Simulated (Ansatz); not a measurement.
ZrO₂:
```cif
data_O8Zr4
_chemical_formula_sum 'Zr4 O8'
_space_group_name_H-M_alt 'Pca21'
_space_group_IT_number 29
_space_group_name_Hall 'P 2c -2ac'
_cell_length_a 5.28732
_cell_length_b 5.07261
_cell_length_c 5.09796
_cell_angle_alpha 90.000
_cell_angle_beta 90.000
_cell_angle_gamma 90.000
loop_
_space_group_symop_operation_xyz
  'x, y, z'
  '-x, -y, z+1/2'
  '-x+1/2, y, z+1/2'
  'x+1/2, -y, z'
loop_
_atom_site_label
_atom_site_type_symbol
_atom_site_symmetry_multiplicity
_atom_site_Wyckoff_symbol
_atom_site_fract_x
_atom_site_fract_y
_atom_site_fract_z
_atom_site_occupancy
Zr1 Zr 4 a 0.03059 0.26640 0.24884 1
O1 O 4 a 0.36585 0.06764 0.10713 1
O2 O 4 a 0.22914 0.53627 0.00003 1
```

Relaxed with r²SCAN. DFT-r²SCAN in the program Ansatz with PAW potentials gives a gap of 4.40 eV.

**Question.** What gap does HSE06 give on the same cell (Ansatz, PAW)?

**Answer.** 5.50 eV, 1.10 eV more. The hybrid was solved on a coarser mesh and at special points; its gap is the smallest among all of these.

Cost on shared cores: the r²SCAN run (SCF on a 5×6×6 mesh, then bands and DOS) roughly 10 core-minutes, the HSE06 run (SCF on 3×3×3, then a few points) about 3 core-minutes (a rough figure); the tasks are unlike.

Space group Pca2_1. The cell was relaxed with r²SCAN under the symmetry of its start. The run is not spin-polarised. Scalar-relativistic: spin–orbit coupling is off unless named, which matters more the heavier the elements.

Potentials: the later of the program's two PAW sets.
